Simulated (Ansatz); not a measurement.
Profile along the Ca–F line in CaF2 (fluorite)

CaF₂ (fluorite), conventional cell a = 5.511 Å, b = 5.511 Å, c = 5.511 Å, α = 90.00°, β = 90.00°, γ = 90.00°. The calculation uses the primitive cell of 3 atoms, to which meshes and values per cell refer.

Fields along a shortest Ca–F line of a {110} plane (2.39 Å), from Ca to F, interpolated on the slice's grid (step about 0.2 Å). Method: PBE (plane waves to 420 eV, PAW, scalar-relativistic; Ansatz, a program for electronic structure). k mesh 10×10×10. These are valence fields of a PAW run, semicore shells included where kept as valence: close to a nucleus they are smooth pseudo fields. CaF2 was relaxed with its symmetry unable to fall.

```
distance from Ca (Å)  valence electron density (e/Å³)  electron localisation function
--------------------  -------------------------------  ------------------------------
0.00                                             6.90                               x
0.24                                             6.27                               x
0.48                                             4.10                               x
0.72                                             1.67                            0.84
0.96                                             0.47                            0.37
1.20                                             0.21                            0.05
1.43                                             0.35                            0.39
1.67                                             1.10                            0.79
1.91                                             4.12                               x
2.15                                            10.53                               x
2.39                                            13.55                               x
```

x: too close to a nucleus for the ELF to mean much.

Density on the Ca–F line (2.39 Å) at its midpoint: 0.21 e/Å³. ELF at that point: 0.1. Character of the Ca–F contact (rough rule: ELF there above 0.7 covalent, below 0.2 ionic, polar between): closed-shell (ionic).
